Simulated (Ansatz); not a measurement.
AlGaP2:
```
CELL_PARAMETERS angstrom
      3.85974     0.00000     0.00000
      0.00000     3.85974     0.00000
      0.00000     0.00000     5.45068
ATOMIC_POSITIONS crystal
  Al 0.50000 0.50000 0.50000
  Ga 0.00000 0.00000 0.00000
  P  0.00000 0.50000 0.24971
  P  0.50000 0.00000 0.75029
```

Cartesian axes are those of the cell as given.

Task: Give the high-frequency dielectric tensor and the Born effective charge tensors of the independent atoms from DFPT, DFT-PBEsol in the program Ansatz with PAW potentials.

Result: 
ε∞:
```
9.45  0.00  0.00
0.00  9.45  0.00
0.00  0.00  9.45
```
Z* of atom 1 (Al), rows: field, columns: displacement, in e:
```
2.11  0.00  0.00
0.00  2.11  0.00
0.00  0.00  2.29
```
Z* of atom 2 (Ga), rows: field, columns: displacement, in e:
```
2.22  0.00  0.00
0.00  2.22  0.00
0.00  0.00  2.12
```
Z* of atom 3 (P), rows: field, columns: displacement, in e:
```
-2.13   0.00   0.00
 0.00  -2.21   0.00
 0.00   0.00  -2.21
```

Static charges for comparison (Bader): Al1 +2.08, Ga2 +0.80, P3 -1.44 e. Born charges measure polarisation by displacement and can exceed these by far.

Space group P-4m2. The workflow started from a Materials Project entry (that database holds measured and hypothetical structures alike); the Crystallography Open Database copy checked does not list it. With Al and Ga taken as one species the cell has the higher symmetry F-43m, so it may be an ordered model of a mixed-site phase. Its standing as an ambient phase is unchecked. The PBEsol relaxation kept the symmetry of its start; whether a distortion lowers the energy is not shown. Spin–orbit coupling is left out wherever it is not named.

Potentials: the later of the program's two PAW sets.
